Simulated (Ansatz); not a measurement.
Input and command of a calculation in Ansatz (plane waves; scalar-relativistic PAW potentials unless the input names others):

```yaml
crystal:
  lattice:
    - [4.9139558905, 0.0, 0.0]
    - [0.0, 4.9139558905, 0.0]
    - [0.0, 0.0, 4.9139558905]
  atoms:
    - { symbol: Nb, position: [0.25, 0.0, 0.5] }
    - { symbol: Nb, position: [0.5, 0.75, 0.0] }
    - { symbol: Nb, position: [0.75, 0.0, 0.5] }
    - { symbol: Nb, position: [0.5, 0.25, 0.0] }
    - { symbol: Nb, position: [0.0, 0.5, 0.75] }
    - { symbol: Nb, position: [0.0, 0.5, 0.25] }
    - { symbol: O, position: [0.0, 0.0, 0.0] }
    - { symbol: O, position: [0.5, 0.5, 0.5] }
basis:
  ecutwfc: 420
  precision: f64
kpoints:
  mp_grid: { grid: [8, 8, 8] }
hamiltonian:
  xc: pbesol
scf:
  occupations: { method: fermi_dirac, width: 0.15 }
  eigensolver: { kind: davidson }
  algorithm: density_mixing
output:
  forces: true
  eigenvalues: true
  stress: true
```

```bash
ansatz run input.yaml --threads 2 --pin off --max-ram 7168MiB --backend cpu --events-out ev --progress --plain --runs-dir out
```

Abridged log:
```
band count auto-derived: 55 (N_el = 90.0; filled up to band 45; 54 by the electrons, moments and atoms)
Pseudopotentials: kind: paw
Pseudopotential: Nb, paw, valence charge 13, recommended cutoff 420 eV (normal)
Pseudopotential: O, paw, valence charge 6, recommended cutoff 420 eV (normal)
Functional definition: PBEsol
Crystal: 8 atoms, lattice volume = 118.657 Å³
Basis set: ecut = 420 eV, 2325 PW (Γ), exchange–correlation on 72×72×72 points (8 copies of the dense FFT grid, shifted against one another)
Bands: 55, of which v1, the nominal top of the filled ones, is band 45 counted from 1 (44 counted from 0)
Symmetry: 48 space group operations
Space group: Pm-3n (ITA 223), of the structure as read, at distance tolerance 4.9e-5 Å
k-points: 35 of 512
Initial density: superposition of atomic densities (neutral atoms: chi_scale 0, normalization atom), corrected by the library's trained network
Initial wavefunctions: pseudopotential atomic-orbital guess
Functional: x = pbesol(κ = 0.804, μ = 0.12345679), c = pbesol(β = 0.046)
SCF iter   1: F=—  HF=-28088.355544 eV  |F-HF|=—  |Δ(HF+E_count)|=         —  Δρ=2.30e-2  dr2=5.52e-1  ethr=1.77e-3  ⟨swp⟩=5.0  Hψ=7555  notcnv=0
SCF iter   2: F=—  HF=-28088.268546 eV  |F-HF|=—  |Δ(HF+E_count)|=   8.70e-2  Δρ=1.01e-2  dr2=1.17e-1  ethr=6.14e-4  ⟨swp⟩=2.6  Hψ=3791  notcnv=0
SCF iter   3: F=—  HF=-28088.250687 eV  |F-HF|=—  |Δ(HF+E_count)|=   1.79e-2  Δρ=2.02e-3  dr2=3.55e-3  ethr=3.73e-6  ⟨swp⟩=4.9  Hψ=8868  notcnv=0
SCF iter   4: F=—  HF=-28088.250069 eV  |F-HF|=—  |Δ(HF+E_count)|=   6.17e-4  Δρ=6.72e-4  dr2=5.45e-4  ethr=3.73e-6  ⟨swp⟩=3.6  Hψ=4139  notcnv=0
SCF iter   5: F=—  HF=-28088.249967 eV  |F-HF|=—  |Δ(HF+E_count)|=   1.02e-4  Δρ=1.64e-4  dr2=3.47e-5  ethr=6.06e-7  ⟨swp⟩=3.6  Hψ=4103  notcnv=0
SCF iter   6: F=—  HF=-28088.249935 eV  |F-HF|=—  |Δ(HF+E_count)|=   3.20e-5  Δρ=1.52e-5  dr2=2.15e-7  ethr=3.86e-8  ⟨swp⟩=4.5  Hψ=4653  notcnv=0
SCF iter   7: F=-28088.249935 eV  HF=-28088.249935 eV  |F-HF|=4.26e-8  |Δ(HF+E_count)|=   4.30e-8  Δρ=5.70e-6  dr2=4.73e-8  ethr=2.39e-10  ⟨swp⟩=5.7  Hψ=5730  notcnv=0
SCF 1 converged in 7 iterations: F = -28088.249935 eV  dr2 = 4.73e-8
  Residual-converged pass: ⟨swp⟩=3.0  Hψ=3941  notcnv=0  max |occ|·‖R‖ = 6.6e-6 eV (tolerance 6.7e-6 eV) dr2=4.70e-8  dr2_onsite=2.68e-9  max |Δocc| = 4.1e-8
SCF converged after 7 iterations
Free energy (F): -28088.249935 eV
Harris-Foulkes:  -28088.249935 eV  (|F-HF|=4.26e-8)
Internal energy: -28087.902555 eV  (E = F + TS)
E sigma→0 (E₀):  -28088.076245 eV
Entropy (-TS):   -0.347380 eV (-43.422 meV/atom)
Fermi energy:    17.674424 eV
--- Forces (eV/Å), atoms counted from 1 ---
  atom   1  Nb     0.00000000     0.00000000     0.00000000
  atom   2  Nb     0.00000000     0.00000000     0.00000000
  atom   3  Nb     0.00000000     0.00000000     0.00000000
  atom   4  Nb     0.00000000     0.00000000     0.00000000
  atom   5  Nb     0.00000000     0.00000000     0.00000000
  atom   6  Nb     0.00000000     0.00000000     0.00000000
  atom   7  O      0.00000000     0.00000000     0.00000000
  atom   8  O      0.00000000     0.00000000     0.00000000
--- Stress (GPa, compression-positive) ---
        0.003701       0.000000       0.000000
        0.000000       0.003701       0.000000
        0.000000       0.000000       0.003701
  P = ⅓ Tr σ = 0.0037 GPa (0.037 kbar)
```

Apart from outputs, empty bands and the relaxation, which only the reference makes, the input differs from a reference run on usual settings in scf.eigensolver.kind: not typed → "davidson"; basis.precision: not typed → "f64"; scf.algorithm: not typed → "density_mixing". The reference, at the same geometry, ended its own course with pressure 0.00 GPa, largest force 0.000 eV/Å, no gap on the mesh. This run converged in 7 SCF iterations with an energy at zero smearing within 0.01 meV/atom of the reference's, pressure 0.00 GPa, largest force 0.000 eV/Å, no gap on the mesh.

Time: 11 s on 2 threads of Arm Neoverse V2, on a shared host, peak memory 0.46 GiB.